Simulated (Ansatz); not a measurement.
A geometry of W away from equilibrium: the start of the relaxation of a relaxed W cell, doubled along one cell vector, shaken by Gaussian noise of σ = 0.08 Å a coordinate. Computed with r2SCAN (plane waves to 500 eV, PAW, scalar-relativistic; Ansatz, an electronic-structure program). Γ-centred k-mesh 7×14×14 on the run's cell (coarser than for final values), Fermi–Dirac smearing 0.05 eV.

```xyz
4
Lattice="2.7556 1.5909 10.1967 -1.3778 0.7955 5.0984 0.0000 -1.5909 5.0984" Properties=species:S:1:pos:R:3:forces:R:3 pbc="T T T" free_energy=-41584.950 pressure_GPa=2.7
W     -0.0554     0.0124     1.4152    1.6211    0.9710   -0.5849
W      1.4907     0.8586     6.4257   -2.0619   -0.9812    0.0718
W      0.1343    -0.0005    13.9999   -0.1943   -0.1518   -0.1691
W      1.4286     0.8833    19.0430    0.6351    0.1620    0.6822
```

Positions in Å, forces in eV/Å, free energy of the cell in eV (comparable only within this code, potentials and settings). Largest force: 2.28 eV/Å, on W2 (atoms numbered as listed); the geometry lies 0.74 eV/atom above the end of its relaxation.

No spin polarisation in the result.

The end of the path is a generated cell of W: the first start was made by placing the elements on the sites of a structure type, and the end was not matched to a known phase here, so it may be hypothetical. Known forms of W include space group No. 229.
